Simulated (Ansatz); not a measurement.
## TiZn3: eigenvalues along the path

```xyz
4
Lattice="3.9322 0.0393 0.0393 0.0393 3.9322 0.0393 0.0393 0.0393 3.9322" Properties=species:S:1:pos:R:3 pbc="T T T"
Ti    0.0000    0.0000    0.0000
Zn    0.0393    1.9858    1.9858
Zn    1.9858    0.0393    1.9858
Zn    1.9858    1.9858    0.0393
```

Atoms are numbered in the order listed.

The geometry is COD entry 1527931, unchecked; take it as a test cell. The listed cell was then made from it by scaling, straining or moving an atom.

The calculation used DFT, LDA, all-electron LAPW, scalar-relativistic in Ansatz 0.2.0.

The runs use a Γ-centred 9×9×9 k mesh, Fermi–Dirac smearing of 0.05 eV, basis error target 1 meV/atom, no spin polarisation.

Path points, in fractions of the reciprocal vectors: Γ (0.000, 0.000, 0.000), T (0.500, 0.500, 0.500), H2 (0.519, 0.481, 0.500), H0 (0.500, -0.481, 0.481), L (0.500, 0.000, 0.000), S0 (0.490, -0.490, 0.000), S2 (0.510, 0.000, 0.490), F (0.500, 0.000, 0.500). Levels in eV from the Fermi level; bands 17 to 42, counted from the lowest band of the run. The gap is zero.

```
# k(1/Å) point b17 b18 b19 b20 b21 b22 b23 b24 b25 b26 b27 b28 b29 b30 b31 b32 b33 b34 b35 b36 b37 b38 b39 b40 b41 b42
0.000 Γ -9.18 -7.63 -7.49 -7.48 -7.48 -7.42 -7.42 -6.86 -6.80 -6.80 -6.55 -6.55 -6.36 -6.28 -6.28 -6.28 -0.75 -0.75 0.21 0.32 0.32 1.48 1.48 1.48 5.22 5.22
0.271 - -8.89 -7.56 -7.46 -7.44 -7.44 -7.35 -7.35 -6.89 -6.79 -6.79 -6.57 -6.57 -6.42 -6.38 -6.38 -6.29 -1.41 -1.41 -0.63 0.66 0.66 1.64 1.64 1.97 5.44 5.44
0.543 - -8.15 -7.40 -7.36 -7.36 -7.33 -7.15 -7.15 -6.92 -6.78 -6.78 -6.62 -6.62 -6.60 -6.60 -6.58 -6.30 -2.12 -2.12 -1.62 0.33 0.33 2.09 2.09 2.20 5.37 5.37
0.814 - -7.66 -7.34 -7.32 -7.32 -7.11 -7.03 -7.03 -6.79 -6.79 -6.78 -6.71 -6.71 -6.62 -6.62 -6.31 -6.16 -2.45 -2.45 -2.08 -0.29 -0.29 1.48 2.17 2.17 4.30 4.40
1.085 - -7.60 -7.46 -7.46 -7.45 -7.06 -7.06 -6.93 -6.91 -6.76 -6.76 -6.71 -6.71 -6.46 -6.46 -6.32 -4.45 -2.44 -2.44 -1.93 -0.92 -0.92 -0.35 1.95 1.95 3.93 3.93
1.357 T -7.60 -7.55 -7.55 -7.50 -7.05 -7.05 -6.99 -6.83 -6.78 -6.78 -6.70 -6.70 -6.36 -6.36 -6.33 -2.64 -2.36 -2.33 -2.33 -1.49 -1.25 -1.25 1.81 1.81 3.61 3.84
1.365 - -7.60 -7.55 -7.55 -7.50 -7.05 -7.05 -6.99 -6.83 -6.78 -6.78 -6.70 -6.70 -6.36 -6.36 -6.33 -2.64 -2.40 -2.33 -2.29 -1.49 -1.25 -1.25 1.81 1.81 3.61 3.84
1.374 - -7.60 -7.55 -7.55 -7.50 -7.05 -7.05 -6.99 -6.83 -6.78 -6.78 -6.70 -6.70 -6.36 -6.36 -6.33 -2.64 -2.46 -2.33 -2.24 -1.49 -1.25 -1.25 1.81 1.81 3.61 3.84
1.383 - -7.60 -7.55 -7.55 -7.50 -7.05 -7.05 -6.99 -6.83 -6.78 -6.78 -6.70 -6.70 -6.36 -6.36 -6.33 -2.64 -2.51 -2.34 -2.19 -1.48 -1.25 -1.24 1.81 1.81 3.61 3.84
1.392 - -7.60 -7.55 -7.55 -7.50 -7.05 -7.05 -6.99 -6.83 -6.78 -6.78 -6.70 -6.70 -6.36 -6.36 -6.33 -2.64 -2.57 -2.34 -2.14 -1.48 -1.25 -1.24 1.81 1.82 3.61 3.85
1.401 H2 -7.60 -7.55 -7.55 -7.50 -7.05 -7.05 -6.99 -6.83 -6.78 -6.78 -6.70 -6.70 -6.37 -6.36 -6.33 -2.64 -2.63 -2.35 -2.09 -1.47 -1.25 -1.23 1.81 1.82 3.61 3.85
1.708 - -7.49 -7.46 -7.44 -7.41 -7.05 -7.02 -6.95 -6.85 -6.82 -6.78 -6.77 -6.69 -6.49 -6.47 -6.42 -4.21 -3.18 -2.97 -2.11 -0.61 -0.45 0.11 1.74 2.03 3.86 4.27
2.015 - -7.32 -7.25 -7.23 -7.20 -7.00 -6.99 -6.96 -6.94 -6.83 -6.81 -6.79 -6.75 -6.72 -6.67 -6.57 -5.13 -3.62 -3.42 -2.84 0.10 0.18 1.63 2.01 2.06 4.74 5.91
2.322 - -7.32 -7.25 -7.23 -7.20 -7.00 -6.99 -6.96 -6.94 -6.83 -6.81 -6.79 -6.75 -6.72 -6.67 -6.57 -5.13 -3.62 -3.42 -2.84 0.10 0.18 1.63 2.01 2.06 4.74 5.91
2.630 - -7.49 -7.46 -7.44 -7.41 -7.05 -7.02 -6.95 -6.85 -6.82 -6.78 -6.77 -6.69 -6.49 -6.47 -6.42 -4.21 -3.18 -2.97 -2.11 -0.61 -0.45 0.11 1.74 2.03 3.86 4.27
2.937 H0 -7.60 -7.55 -7.55 -7.50 -7.05 -7.05 -6.99 -6.83 -6.78 -6.78 -6.70 -6.70 -6.37 -6.36 -6.33 -2.64 -2.63 -2.35 -2.09 -1.47 -1.25 -1.23 1.81 1.82 3.61 3.85
3.156 - -7.53 -7.52 -7.47 -7.45 -7.06 -7.00 -7.00 -6.84 -6.82 -6.77 -6.73 -6.70 -6.46 -6.42 -6.37 -4.03 -3.10 -2.40 -1.54 -1.23 -1.12 -0.14 1.82 2.04 3.54 3.82
3.376 - -7.49 -7.38 -7.34 -7.28 -7.09 -7.04 -6.94 -6.87 -6.82 -6.80 -6.73 -6.71 -6.69 -6.55 -6.39 -5.15 -4.14 -2.07 -1.17 -0.96 -0.61 1.26 1.76 2.54 3.42 3.71
3.595 - -7.46 -7.23 -7.20 -7.18 -7.10 -7.09 -7.07 -6.93 -6.90 -6.87 -6.76 -6.70 -6.65 -6.61 -6.39 -5.85 -5.09 -1.50 -0.80 -0.64 0.23 1.67 2.48 3.23 3.32 3.65
3.815 - -7.54 -7.32 -7.29 -7.13 -7.10 -7.03 -6.99 -6.98 -6.95 -6.95 -6.76 -6.70 -6.64 -6.53 -6.34 -6.18 -5.75 -0.80 -0.50 -0.42 1.10 1.59 3.27 3.74 3.85 3.96
4.034 L -7.63 -7.35 -7.33 -7.11 -7.08 -7.04 -7.02 -6.95 -6.94 -6.93 -6.72 -6.69 -6.63 -6.51 -6.28 -6.28 -6.02 -0.42 -0.39 -0.33 1.46 1.56 3.25 4.19 4.22 5.02
4.194 - -7.82 -7.37 -7.35 -7.20 -7.18 -7.17 -7.08 -6.93 -6.86 -6.85 -6.69 -6.66 -6.64 -6.59 -6.51 -6.28 -5.17 -0.41 -0.37 -0.31 1.45 1.47 3.33 3.55 3.74 5.48
4.354 - -8.31 -7.44 -7.40 -7.32 -7.31 -7.30 -7.20 -6.90 -6.82 -6.80 -6.66 -6.57 -6.57 -6.55 -6.47 -6.28 -3.98 -0.52 -0.23 -0.18 1.20 1.47 2.76 2.78 3.98 5.45
4.513 - -8.78 -7.54 -7.45 -7.41 -7.40 -7.37 -7.31 -6.87 -6.82 -6.79 -6.61 -6.55 -6.43 -6.43 -6.40 -6.28 -2.68 -0.64 -0.03 0.02 0.90 1.47 2.11 2.13 4.55 5.42
4.673 - -9.07 -7.60 -7.48 -7.47 -7.46 -7.41 -7.40 -6.86 -6.81 -6.80 -6.57 -6.55 -6.37 -6.32 -6.32 -6.28 -1.44 -0.72 0.16 0.22 0.56 1.48 1.65 1.66 5.03 5.36
4.833 Γ -9.18 -7.63 -7.49 -7.48 -7.48 -7.42 -7.42 -6.86 -6.80 -6.80 -6.55 -6.55 -6.36 -6.28 -6.28 -6.28 -0.75 -0.75 0.21 0.32 0.32 1.48 1.48 1.48 5.22 5.22
5.057 - -8.98 -7.58 -7.46 -7.46 -7.44 -7.39 -7.38 -6.85 -6.83 -6.79 -6.58 -6.56 -6.39 -6.36 -6.34 -6.30 -1.55 -1.19 0.05 0.14 0.90 1.35 1.67 1.91 5.04 5.63
5.281 - -8.41 -7.45 -7.40 -7.36 -7.34 -7.30 -7.22 -6.90 -6.81 -6.76 -6.65 -6.59 -6.57 -6.49 -6.43 -6.35 -2.50 -2.26 -0.07 0.01 1.02 1.41 1.78 2.90 4.61 6.06
5.505 - -7.67 -7.31 -7.24 -7.23 -7.19 -7.17 -7.04 -7.00 -6.91 -6.75 -6.71 -6.71 -6.66 -6.53 -6.52 -6.44 -3.28 -3.17 -0.44 0.04 0.63 1.57 1.84 3.58 4.13 5.16
5.729 - -7.30 -7.21 -7.17 -7.08 -7.08 -7.04 -7.03 -7.01 -6.96 -6.83 -6.77 -6.73 -6.68 -6.65 -6.55 -5.82 -3.86 -3.55 -1.56 0.17 0.32 1.61 1.98 2.58 5.23 5.64
5.952 S0 -7.28 -7.21 -7.16 -7.10 -7.05 -6.99 -6.93 -6.92 -6.90 -6.87 -6.80 -6.76 -6.75 -6.66 -6.63 -5.26 -3.68 -3.47 -2.94 0.19 0.26 1.61 2.05 2.29 5.47 6.73
6.172 - -7.32 -7.27 -7.20 -7.18 -7.04 -7.01 -6.98 -6.93 -6.86 -6.82 -6.76 -6.76 -6.73 -6.66 -6.53 -5.38 -4.16 -3.10 -2.11 0.02 0.20 1.64 2.08 2.15 4.40 5.62
6.391 - -7.45 -7.30 -7.26 -7.19 -7.12 -7.05 -6.98 -6.86 -6.84 -6.83 -6.78 -6.74 -6.68 -6.62 -6.41 -5.50 -4.54 -2.14 -1.16 -0.63 -0.11 1.71 1.86 2.54 3.57 4.02
6.611 - -7.45 -7.30 -7.26 -7.19 -7.12 -7.05 -6.98 -6.86 -6.84 -6.83 -6.78 -6.74 -6.68 -6.62 -6.41 -5.50 -4.54 -2.14 -1.16 -0.63 -0.11 1.71 1.86 2.54 3.57 4.02
6.830 - -7.32 -7.27 -7.20 -7.18 -7.04 -7.01 -6.98 -6.93 -6.86 -6.82 -6.76 -6.76 -6.73 -6.66 -6.53 -5.38 -4.16 -3.10 -2.11 0.02 0.20 1.64 2.08 2.15 4.40 5.62
7.049 S2 -7.28 -7.21 -7.16 -7.10 -7.05 -6.99 -6.93 -6.92 -6.90 -6.87 -6.80 -6.76 -6.75 -6.66 -6.63 -5.26 -3.68 -3.47 -2.94 0.19 0.26 1.61 2.05 2.29 5.47 6.73
7.054 - -7.28 -7.21 -7.16 -7.10 -7.05 -6.99 -6.93 -6.92 -6.90 -6.87 -6.80 -6.76 -6.75 -6.66 -6.63 -5.26 -3.68 -3.46 -2.96 0.19 0.26 1.61 2.05 2.28 5.47 6.73
7.058 - -7.28 -7.21 -7.16 -7.10 -7.05 -6.99 -6.93 -6.92 -6.90 -6.87 -6.80 -6.76 -6.75 -6.66 -6.63 -5.26 -3.68 -3.46 -2.97 0.19 0.26 1.61 2.05 2.28 5.47 6.73
7.063 - -7.28 -7.21 -7.16 -7.10 -7.05 -6.99 -6.93 -6.92 -6.90 -6.87 -6.80 -6.76 -6.75 -6.66 -6.63 -5.26 -3.68 -3.45 -2.97 0.19 0.26 1.61 2.05 2.28 5.47 6.73
7.067 - -7.28 -7.21 -7.16 -7.10 -7.05 -6.99 -6.93 -6.92 -6.90 -6.87 -6.80 -6.76 -6.75 -6.66 -6.63 -5.25 -3.68 -3.45 -2.98 0.19 0.26 1.61 2.05 2.28 5.47 6.73
7.071 F -7.28 -7.21 -7.16 -7.10 -7.05 -6.99 -6.93 -6.92 -6.90 -6.87 -6.80 -6.76 -6.75 -6.66 -6.63 -5.25 -3.68 -3.45 -2.98 0.19 0.26 1.61 2.05 2.28 5.47 6.73
```
